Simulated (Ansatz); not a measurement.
LaAg, DFT, PBEsol, all-electron LAPW, scalar-relativistic (Ansatz 0.2.0), run on 1 thread of Intel(R) Xeon(R) 6975P-C (Granite Rapids) on a shared host.

The cell is COD entry 9008798, as deposited and not checked against the literature; nothing was relaxed. The listed cell was then made from it by scaling, straining or moving an atom.

Command: `ansatz run input.yaml --threads 1 --pin off --max-ram 3072MiB --backend cpu --events-out ev --progress --plain --runs-dir out`

```yaml
crystal:
  lattice:
    - [3.7091829598, 0.0, 0.0]
    - [0.0, 3.7091829598, 0.0]
    - [0.0, 0.0, 3.7091829598]
  atoms:
    - { symbol: La, position: [0.5, 0.5, 0.5] }
    - { symbol: Ag, position: [0.0, 0.0, 0.0] }
kpoints:
  mp_grid: { grid: [9, 9, 9] }
  band_path:
    path:
      - [0.0, 0.0, 0.0]
      - [0.0, 0.5, 0.0]
      - [0.5, 0.5, 0.0]
      - [0.0, 0.0, 0.0]
      - [0.5, 0.5, 0.5]
      - [0.0, 0.5, 0.0]
      - [0.5, 0.5, 0.5]
      - [0.5, 0.5, 0.0]
    npoints: 5
scf:
  occupations: { method: fermi_dirac, width: 0.08 }
hamiltonian:
  xc: pbesol
  pseudopotentials: { kind: all_electron, lapw: { basis_error: 0.00025 } }
output:
  forces: true
  stress: true
  eigenvalues: true
```

Q: How large is the problem that the program sets up?

A: 35 irreducible k-points, 341 plane waves at Γ, 29 bands.

Q: Estimate the wall time and the peak memory.

A: 9.8 s of wall time for 11 SCF iterations, with a peak of 0.37 GiB. Times on shared machines scatter by tens of per cent.
